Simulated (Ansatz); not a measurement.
HgSe:
```xyz
2
Lattice="0.0000 3.0315 3.0315 3.0315 0.0000 3.0315 3.0315 3.0315 0.0000" Properties=species:S:1:pos:R:3 pbc="T T T"
Se     4.5473     4.5473     4.5473
Hg     0.0000     0.0000     0.0000
```

Relaxed with LDA.

### Question
List the phonon frequencies at the special points (DFPT on a 4×4×4 q-mesh, Fourier-interpolated; LDA (plane waves, PAW; program Ansatz)).

### Answer
In cm⁻¹; no LO–TO term at Γ, as the run had none.

```
q           frequencies
-  --------------------
Γ     0 0 0 132 132 132
X  19 19 99 173 174 174
U  24 26 94 169 170 185
K  24 26 94 169 170 185
L  22 22 88 155 155 183
W  26 33 93 166 177 184
```

Space group F-43m (zinc blende). The LDA relaxation kept the symmetry of its start; phonons on a q-mesh show no instability. As this level gives no gap, phonon frequencies hold no LO–TO term and depend on the k-mesh and smearing (Fermi–Dirac, 0.1 eV here). Spin–orbit coupling is left out wherever it is not named.

Potentials: the later of the program's two PAW sets.
